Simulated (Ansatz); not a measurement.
Consider the following.

LaC2:
```cif
data_C2La
_chemical_formula_sum 'La1 C2'
_space_group_name_H-M_alt 'P 1'
_space_group_IT_number 1
_cell_length_a 4.24176
_cell_length_b 4.24176
_cell_length_c 4.24176
_cell_angle_alpha 125.884
_cell_angle_beta 125.884
_cell_angle_gamma 80.079
loop_
_space_group_symop_operation_xyz
  'x, y, z'
loop_
_atom_site_label
_atom_site_type_symbol
_atom_site_fract_x
_atom_site_fract_y
_atom_site_fract_z
_atom_site_occupancy
La1 La 0.00000 0.00000 0.00000 1
C1 C 0.40109 0.40109 0.00000 1
C2 C 0.59891 0.59891 0.00000 1
```

This is the LDA-relaxed structure.

Task: All from LDA in the plane-wave PAW code Ansatz, unless another level is named. Predict the electronic character.

Result: metallic (no gap).

Task: Give the formation energy from the elements (no fitted shifts).

Result: -0.096 eV/atom.

Task: Predict the density of states at the Fermi level.

Result: 0.33 states/eV per atom (mean over ±0.08 eV).

Space group I4/mmm (MoSi2 or CaC2 type). The workflow started from a Materials Project entry (that database holds measured and hypothetical structures alike); the Crystallography Open Database files this formula in space group No. 139, but the cells were not matched. Whether it is the stable phase at ambient conditions was not checked. The cell was relaxed with LDA under the symmetry of its start; its stability against distortions is not shown here. The references are the lowest solids computed at this level, not always the standard phases. Scalar-relativistic: spin–orbit coupling is off unless named, which matters more the heavier the elements.

Potentials: the later of the program's two PAW sets.
